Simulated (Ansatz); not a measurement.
# One atom moved along a line in Sn3Bi

Method: DFT PBEsol, scalar-relativistic, plane waves, PAW (Ansatz 0.2.0). Settings: plane waves to 420 eV, k-mesh 12×12×12 (Γ-centred), Gaussian smearing 0.15 eV. Spin–orbit coupling is left out, which can shift energies with elements as heavy as these. No spin polarisation. Energies are free energies at this smearing, counted from the undisturbed cell; pressure is positive in compression.

Zero of the scan (relaxed at this level; with this scan's settings it stands at -0.2 GPa; it needn't be the usual structure):

```
CELL_PARAMETERS angstrom
0.00000 3.79724 3.79724
3.79724 0.00000 3.79724
3.79724 3.79724 0.00000
ATOMIC_POSITIONS crystal
Sn 0.00000 0.00000 0.00000
Sn 0.25000 0.25000 0.25000
Sn 0.75000 0.75000 0.75000
Bi 0.50000 0.50000 0.50000
```

Atom 1 (Sn) is moved by x along the Cartesian unit vector (0.000, 0.000, -1.000); the cell and all other atoms stay fixed. The cell is metallic on the mesh throughout.

```
  x (Å)  ΔE (meV/cell) force along x on the moved atoms (eV/Å) pressure (GPa)
-0.1000            8.9                                     0.18            -0.1
-0.0333              ?                                     0.06               ?
 0.0000            0.0                                     0.00            -0.2
 0.0667            3.9                                    -0.12            -0.1
```

Question: Give the withheld values.

Answer: ΔE (meV/cell) at x (Å) = -0.0333: 1.0; pressure (GPa) at x (Å) = -0.0333: -0.2.

Cost: 4 runs of about 6.2 core-minutes in all, on Arm Neoverse N1 (shared hosts).